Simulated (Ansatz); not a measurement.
Question: Each is relaxed and computed with DFT-r²SCAN in the program Ansatz with PAW potentials. Which alone has a direct gap?
A) BiRhS, P2_13 (Bi on 4a, Rh on 4a, S on 4a)
B) Au2S, Pn-3m (S on 2a, Au on 4c)
C) PbS, zinc blende
D) WS2, P6_3/mmc (W on 2c, S on 4f)

Answer: B, Au2S, Pn-3m (S on 2a, Au on 4c). Au2S: gap 2.43 eV (direct); WS2: gap 1.37 eV (indirect); PbS: gap 0.95 eV (indirect); BiRhS: gap 0.59 eV (indirect). Constructed cells (a structure type filled with these elements, in neither database checked): PbS, zinc blende. Not the usual ambient phase: PbS, zinc blende. Standing as an ambient phase not checked: Au2S, Pn-3m (S on 2a, Au on 4c); BiRhS, P2_13 (Bi on 4a, Rh on 4a, S on 4a). Weakly bound layers, chains or molecules computed without a dispersion correction, so cells and soft constants are ill determined: WS2, P6_3/mmc (W on 2c, S on 4f). Unstable at this level: PbS, zinc blende. All cells were relaxed under the symmetry of their starts (and spin orders); stability against distortions was not tested throughout. Rows with no word on spin ran without spin polarisation. Spin–orbit coupling is left out wherever it is not named.

Potentials: the later of the program's two PAW sets.
